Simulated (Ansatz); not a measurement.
The relaxed structure here is a generated cell of TaAs: the first start was made by placing the elements on the sites of a structure type, and the end was not matched to a known phase here, so it may be hypothetical. Known forms of TaAs include space group No. 109.

One starting cell of TaAs (a generated cell, TaAs built in the CoSn structure type) was relaxed twice with Ansatz (plane waves, PAW, scalar-relativistic): with r2SCAN at 500 eV and with PBE at 420 eV. The r2SCAN result:

```
CELL_PARAMETERS angstrom
      5.63851     0.00000     0.00000
     -2.81925     4.88309     0.00000
      0.00000     0.00000     4.22471
ATOMIC_POSITIONS crystal
  Ta 0.50000 0.00000 0.00000
  Ta 0.50000 0.50000 0.00000
  Ta 0.00000 0.50000 0.00000
  As 0.00000 0.00000 0.00000
  As 0.33333 0.66667 0.50000
  As 0.66667 0.33333 0.50000
```

```csv
quantity,r2SCAN,PBE
space group,P6/mmm,P6/mmm
volume (Å³/atom),19.39,(withheld)
a (Å),5.639,(withheld)
c (Å),4.225,(withheld)
"gap (eV, no spin-orbit coupling)",0.00,(withheld)
```

Problem. What does PBE give for the same quantities?

Solution. 
- volume (Å³/atom), PBE: 19.73
- a (Å), PBE: 5.662
- c (Å), PBE: 4.264
- gap (eV, no spin-orbit coupling), PBE: 0.00

Both levels end in the same structure; PBE's volume is 1.8 % larger. Neither column is exact.

No spin polarisation in the result.

The run could not lose the symmetry of its start; a randomly shaken copy of 12 atoms returns to this structure.

All atoms sit on sites fixed by symmetry, so only the cell could relax.

Ansatz is a program for electronic structure.
